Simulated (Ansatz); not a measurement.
SiGe:
```yaml
crystal:
  lattice:
    - [3.61413, 0.00000, 0.00000]
    - [0.00000, 3.61413, 0.00000]
    - [0.00000, 0.00000, 6.69817]
  atoms:
    - { symbol: Ge, position: [0.00000, 0.50000, 0.00000] }
    - { symbol: Ge, position: [0.50000, 0.00000, 0.50000] }
    - { symbol: Si, position: [0.00000, 0.00000, 0.25000] }
    - { symbol: Si, position: [0.00000, 0.00000, 0.75000] }
```

Relaxed with PBE. Special points in fractions of this cell's reciprocal vectors: Γ (0.000, 0.000, 0.000); X (0.000, 0.500, 0.000); M (0.500, 0.500, 0.000); Z (0.000, 0.000, 0.500); R (0.000, 0.500, 0.500); A (0.500, 0.500, 0.500).

**Question.** List the band energies nearest the Fermi level at these points for the program Ansatz at the PBE level (PAW).

**Answer.** In eV from the Fermi level; about four levels below and three above (degenerate sets whole), none deeper than 8.9 eV; points with the same levels are listed once.

```json
[
 {"k": "Γ", "below": "-1.53 -1.53 -1.28 -0.23", "above": "1.67 1.84 1.84"},
 {"k": "X", "below": "-6.77 -4.01 -3.13 -0.73", "above": "0.89 1.95 2.54"},
 {"k": "M", "below": "-3.24 -3.24 -2.12 -0.12", "above": "0.13 0.13 2.85"},
 {"k": "Z", "below": "-5.35 -5.35 -1.19 -1.19", "above": "0.02 0.02 1.84 1.84"},
 {"k": "R", "below": "-3.35 -3.13 -0.72 -0.63", "above": "1.01 1.95 2.85"},
 {"k": "A", "below": "-1.39 -1.39 -1.24 -1.24", "above": "2.23 2.23 2.92 2.92"}
]
```

Space group P4_2/mmc. The cell is a constructed one: a structure type filled with these elements; neither database checked (COD, Materials Project) lists it. Its standing as an ambient phase is unchecked. Symmetry was held in the PBE relaxation; whether a distortion lowers the energy is not shown. Spin–orbit coupling is left out wherever it is not named.

Potentials: the later of the program's two PAW sets.
